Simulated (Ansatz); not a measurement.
One crystal and one scan (scan of one atom of the cell) at two levels, PBE-D3(BJ) (plane waves to 420 eV, PAW, scalar-relativistic; Ansatz, a quantum-chemistry and plane-wave program) and r2SCAN+rVV10 (plane waves to 500 eV, PAW, scalar-relativistic; Ansatz), each from its own relaxed cell and on its own mesh. The cell shown is that of PBE-D3(BJ).

Starting cell, MoS₂ (3R-MoS2 type, space group R3m):

```
CELL_PARAMETERS angstrom
      1.57661     0.91026     5.99789
     -1.57661     0.91026     5.99789
      0.00000    -1.82051     5.99789
ATOMIC_POSITIONS crystal
  Mo 0.00002 0.00002 0.00002
  S  0.75353 0.75353 0.75353
  S  0.57975 0.57975 0.57975
```

In this cell atom 1 (Mo, nearest neighbour S at 2.399 Å; its periodic images, 3.2 Å or more away, move with it) is moved by s along Cartesian z, unit vector (0.000, 0.000, 1.000); all other atoms and the cell stay fixed.

Energies are smeared free energies. MoS2 is run without spin polarisation. MoS2 was relaxed with its symmetry unable to fall. The PAW data are Ansatz's earlier set. This is one of several known forms of MoS2; the measured ambient cells at hand have space group No. 194. As the smearing reaches across the gap at some points, energies and forces of such displacements shift with the k mesh and the smearing. Both scans cover s from -0.720 to 0.720 Å.

ΔE (meV/cell), each from the undisplaced structure of its own level:

```csv
s (Å),PBE-D3(BJ),r2SCAN+rVV10
-0.720,5612,withheld
-0.576,3915,3914
-0.432,2448,2485
-0.288,1203,1238
-0.144,312,321
0.000,0,0
0.144,312,320
0.288,1201,1236
0.432,2433,2473
0.576,3891,3893
0.720,5567,5513
```

**Question.** Estimate the r2SCAN+rVV10 value at -0.720 from the PBE-D3(BJ) value there and the ratio of the two levels in the two nearest given rows on that side of the minimum.

**Answer.** At -0.576 and -0.432 the ratio r2SCAN+rVV10/PBE-D3(BJ) averages 1.007, which gives 1.007 × 5612 = 5651 meV/cell. The calculation gives 5552 meV/cell, -1.1 % against PBE-D3(BJ).

(A displaced cell: forces are minus the slopes of the energy, force constants its curvatures, and phonons follow from these.)
